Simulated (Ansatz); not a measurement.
LaPb3: reading a single point

```xyz
4
Lattice="4.9775 0.0000 0.0000 0.0000 4.9775 0.0000 0.0000 0.0000 4.9775" Properties=species:S:1:pos:R:3 pbc="T T T"
La    0.0000    0.0000    0.0000
Pb    0.0000    2.4888    2.4888
Pb    2.4888    0.0000    2.4888
Pb    2.4888    2.4888    0.0000
```

Level: r2SCAN, no spin polarisation; 500 eV; 7×7×7 Γ-centred mesh; gaussian occupations (width 0.2606 eV); Ansatz 0.2.0, fixed geometry.

Q: Which element gives electrons and which takes them?

A: Bader charges in e: La +1.37, Pb -0.46. In the mean La gives up most and Pb takes most.

Q: What happens at the Fermi level?

A: It is a metal, with about 2.5 states/eV a cell as the mean within 0.25 eV of the Fermi level, mostly Pb p (59 %) and La d (21 %).

Q: What does the stress say?

A: The pressure is -0.9 GPa (compression positive), so with the atoms held at these fractions the cell would first shrink.

Q: What is the formation energy?

A: -0.56 eV an atom against the elements' usual phases (free molecules for gases, crystals otherwise, with no correction for O₂ or N₂), so it is bound against them; other compounds may still compete. Relaxing would lower it.

Q: What do density and ELF say about some of the short contacts?

A: La–Pb at 3.52 Å: least valence density 0.12 e/Å³ and ELF 0.13 there. Pb–Pb at 3.52 Å: least valence density 0.13 e/Å³ and ELF 0.26 there. These are pseudo-fields; inside the PAW spheres they differ from the all-electron ones.

Origin: a database entry at a rescaled volume. Caveats: wide smearing; f levels without a U or exact exchange are poorly placed.
